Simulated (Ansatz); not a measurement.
MnN:
Space group F-43m (No. 216); a = 4.168 Å, b = 4.168 Å, c = 4.168 Å, α = 90.00°, β = 90.00°, γ = 90.00°

| atom | site | symmetry | x | y | z |
|---|---|---|---|---|---|
| Mn | 4a | -43m | 0.0000 | 0.0000 | 0.0000 |
| N | 4c | -43m | 0.2500 | 0.2500 | 0.2500 |
(The calculation used a cell of 2 atoms; values per cell refer to that cell.)

Relaxed with LDA.

Q: Which orbitals make up the states near the Fermi level in LDA (plane waves, PAW; program Ansatz)?

A: Within 0.5 eV of the Fermi level: Mn 3d 89 %, N 2p 7 %. Projections are on Löwdin-orthogonalised atomic valence shells; empty p or d shells of many metals are not among them.

Q: Tabulate the density of states.

A: States/eV per cell of 2 atoms, in 0.25 eV bins, energy from the Fermi level.

```csv
E (eV),total,Mn 3d,N 2p,N 2s
-7.85,0.35,0.12,0.21,0.00
-7.60,0.81,0.28,0.48,0.00
-7.35,1.63,0.49,1.01,0.01
-7.10,3.65,0.96,2.40,0.03
-6.85,1.34,0.40,0.87,0.01
-6.60,0.16,0.08,0.08,0.00
-6.35,0.07,0.03,0.03,0.00
-6.10,0.97,0.45,0.51,0.00
-5.85,4.46,1.86,2.50,0.00
-5.60,3.23,1.25,1.90,0.00
-5.35,2.40,0.85,1.49,0.00
-5.10,1.86,0.59,1.23,0.00
-4.85,1.51,0.40,1.07,0.00
-4.60,1.25,0.26,0.96,0.00
-4.35,0.31,0.05,0.25,0.00
-4.10,0.00,0.00,0.00,0.00
-3.85,0.00,0.00,0.00,0.00
-3.60,0.00,0.00,0.00,0.00
-3.35,0.00,0.00,0.00,0.00
-3.10,0.00,0.00,0.00,0.00
-2.85,0.00,0.00,0.00,0.00
-2.60,0.00,0.00,0.00,0.00
-2.35,0.87,0.73,0.04,0.03
-2.10,0.96,0.81,0.06,0.02
-1.85,0.91,0.78,0.06,0.01
-1.60,1.00,0.88,0.07,0.01
-1.35,1.27,1.16,0.06,0.01
-1.10,1.72,1.64,0.05,0.00
-0.85,1.77,1.69,0.06,0.00
-0.60,3.21,3.07,0.10,0.01
-0.35,3.56,3.47,0.07,0.01
-0.10,0.72,0.72,0.00,0.00
0.15,1.54,1.22,0.16,0.08
0.40,2.37,1.85,0.35,0.07
0.65,1.14,0.79,0.27,0.03
0.90,0.51,0.34,0.14,0.01
1.15,0.80,0.57,0.17,0.04
1.40,1.29,0.93,0.22,0.09
1.65,1.46,1.02,0.29,0.09
1.90,1.38,0.91,0.34,0.07
2.15,1.48,0.94,0.42,0.06
2.40,1.88,1.16,0.60,0.06
2.65,2.02,1.20,0.70,0.05
2.90,1.94,1.10,0.73,0.04
3.15,1.51,0.84,0.59,0.04
3.40,1.20,0.65,0.48,0.03
3.65,1.01,0.54,0.42,0.03
3.90,0.91,0.45,0.37,0.05
4.15,0.70,0.34,0.30,0.03
4.40,0.53,0.26,0.25,0.01
4.65,0.36,0.17,0.18,0.01
4.90,0.10,0.02,0.03,0.01
```

The workflow started from a Materials Project entry (that database holds measured and hypothetical structures alike); the Crystallography Open Database copy checked does not list it. Its standing as an ambient phase is unchecked. Symmetry was held in the LDA relaxation; whether a distortion lowers the energy is not shown. No spin polarisation was allowed.

Potentials: the later of the program's two PAW sets.
